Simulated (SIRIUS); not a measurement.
Checks by hand on ZnS (P6_3mc, 8 atoms in the cell; from Materials Project mp-10281, lattice scaled a little)

```xyz
8
Lattice="3.7789 0.0000 0.0000 -1.8894 3.2726 0.0000 0.0000 0.0000 12.3542" Properties=species:S:1:pos:R:3 pbc="T T T"
Zn     1.8894     1.0909     9.2648
Zn     0.0000     2.1817     3.0877
Zn     0.0000     0.0000     6.1771
Zn     0.0000     0.0000     0.0000
S      1.8894     1.0909    11.5849
S      0.0000     2.1817     5.4078
S      0.0000     0.0000     8.4916
S      0.0000     0.0000     2.3144
```

Computed with PBE, PseudoDojo 0.5 standard norm-conserving PBE (tails mended) pseudopotentials (plane waves; SIRIUS).

Main settings: parameters.ngridk = 5 5 1; parameters.xc_functionals = [XC_GGA_X_PBE, XC_GGA_C_PBE]; parameters.gk_cutoff = 9.165 1/bohr; parameters.pw_cutoff = 18.331 1/bohr; parameters.smearing = fermi_dirac; parameters.smearing_width = 0.000734986 Ha; potentials = PseudoDojo 0.5 standard norm-conserving PBE (tails mended) pseudopotentials; parameters.electronic_structure_method = pseudopotential.

The structure comes from a collection of computed structures, made at another level of theory; the collection holds predicted forms beside known ones. Its lattice was then scaled.

The cell holds 1031.0 bohr³ and the plane-wave cutoff is 84.0 Ry.

Task: How many plane waves does a k-point need, and how does the count grow with the cutoff?

Result: In Rydberg units |k + G|² ≤ E, a sphere of radius √84.0 = 9.165 bohr⁻¹. Each G takes (2π)³/V of reciprocal space, so N = V E^(3/2)/(6π²) = 1031.0 × 769.9/59.218 = 13404. The program's largest count at a k-point is 13449; single k-points scatter about the estimate. The count grows as E^(3/2): 20 % more cutoff means 31 % more plane waves.

The cell was also run at V = 151.252 Å³ (F = -23957.36137 eV, P = 5.19 GPa) and V = 154.308 Å³ (F = -23957.44340 eV, P = 3.43 GPa), scaled uniformly; the base has V = 152.780 Å³, P = 4.29 GPa and F₀ = -23957.40658 eV.

Task: Check the pressure against the energies, and estimate the bulk modulus and the volume of zero pressure.

Result: P = −dF/dV ≈ −(-0.08203 eV)/(3.056 Å³) = 0.02684 eV/Å³; times 160.218 GPa per eV/Å³ this is 4.30 GPa, against 4.29 GPa from the stress tensor. B = −V dP/dV ≈ −152.780 × (-1.76 GPa)/(3.056 Å³) = 88 GPa at this volume. The curvature of the energies, B = V (F₊ + F₋ − 2F₀)/(ΔV/2)², gives 88 GPa. To first order the pressure vanishes at V0 ≈ V(1 + P/B) = 160.23 Å³, so all lengths change by about 1.60 %. Shape and fractional positions were held, which usually makes B too large where they are free.

A band-structure run on this density gave a gap of 2.30 eV along the path. From the bottom of the conduction band at Γ toward M, the level moves away from the edge by 0.0813 eV at Δk = 0.0640 Å⁻¹ and by 0.2909 eV at Δk = 0.1280 Å⁻¹. From the top of the valence band at Γ toward M, the level moves away from the edge by 0.0099 eV at Δk = 0.0640 Å⁻¹ and by 0.0395 eV at Δk = 0.1280 Å⁻¹.

Task: Estimate the effective masses, and the wavelength of a photon at the gap.

Result: For a parabola ΔE = ħ²Δk²/(2m*), with ħ²/(2mₑ) = 3.810 eV Å², so m*/mₑ = 3.810 Δk²/ΔE. At the bottom of the conduction band: 3.810 × 0.0640²/0.0813 = 0.19 from the nearer point and 0.21 from the farther. At the top of the valence band: 3.810 × 0.0640²/0.0099 = 1.58 from the nearer point and 1.58 from the farther. Where the two differ the band is not parabolic over this range, and the mass at the edge lies beyond the nearer value. These are masses along one direction, for the outermost band, at this level of theory and without spin-orbit coupling. The gap corresponds to λ = 1239.8 nm eV/2.30 eV = 539 nm; semi-local functionals usually give gaps below the measured ones.

“Tails mended”: in these copies of the files the far tail of each local potential was reset to the Coulomb form.
